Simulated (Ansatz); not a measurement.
## Compressing Bi2Te: a fit and a missing row

Bi2Te, I4_1/amd, a = 8.160 Å, c = 6.163 Å. The structure is a Materials Project entry; whether it is the stable form wasn't checked. Ansatz: PBEsol, PAW, 420 eV, Γ-centred 8×8×8 mesh on 6 atoms, Gaussian smearing 0.10 eV; no spin polarisation. Shape and atoms are relaxed at each volume; pressure is positive in compression.

| V (Å³/atom) | P (GPa) |
| --- | --- |
| 33.168 | ? |
| 34.194 | 0.01 |
| 35.220 | -1.28 |
| 36.245 | -2.36 |
| 37.613 | -3.57 |

**Question.** Take V0 = 34.194 Å³/atom, count pressures from its P0 = 0.01 GPa, fit the third-order Birch–Murnaghan form to the other rows, and predict the missing pressure.

**Answer.** With the Eulerian strain f = ½[(V0/V)^(2/3) − 1] and y = (P − P0)/[3f(1 + 2f)^(5/2)], the form is the line y = B0 + 1.5 B0 (B0′ − 4) f. Rows (f, y): -0.00976, 46.3; -0.01904, 45.7; -0.03078, 45.4. Means f = -0.01986, y = 45.800; Σ(Δf)² = 0.0002219, ΣΔfΔy = 0.009336; the slope is their ratio. y = 46.64 + 42.07 f GPa, so B0 = 46.6 GPa and B0′ = 4 + 2 × (42.07)/(3 × 46.64) = 4.60. At V = 33.168, f = 0.01026, y = 47.07 and P = 1.53 GPa. The run gave 1.50 GPa, so the fit is 0.03 GPa too high, a small miss on the scale of the series. The form still works here, 86 % of the fitted range beyond its end.

Spin–orbit coupling is left out, which can shift energies with elements as heavy as these.